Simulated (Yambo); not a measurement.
Y2CN2O2 (space group P-3m1, No. 164), G0W0@PBEsol (Yambo, plasmon pole, terminator in G, 3×3×1 mesh): gap Γ → Γ in eV by bands and screening block.

| bands (W and G) | 2 Ry | 3 Ry | 4 Ry | 6 Ry | 7 Ry |
|---|---|---|---|---|---|
| 41 | 5.49 | ? | 5.53 | 5.60 | 5.61 |
| 60 | 5.05 | 5.05 | 5.13 | 5.26 | 5.26 |
| 85 | 4.91 | 4.92 | 5.02 | 5.18 | ? |
| 115 | 4.86 | 4.86 | ? | 5.17 | 5.18 |
| 146 | 4.84 | 4.84 | 4.97 | 5.16 | 5.17 |

Q: Estimate the withheld gaps from their neighbours; the computed values follow.

A: 
- 41, 3 Ry: 5.48
- 85, 7 Ry: 5.19
- 115, 4 Ry: 4.98

The largest settings aren't shown to be the converged limit.

Geometry of the Materials Project entry, not relaxed at this level; primitive cell a = 3.6990 Å, b = 3.6990 Å, c = 8.1689 Å, α = 90.00°, β = 90.00°, γ = 120.00°.

The structure is a Materials Project entry; no match was found in the copy of COD used, and its stability was not checked.
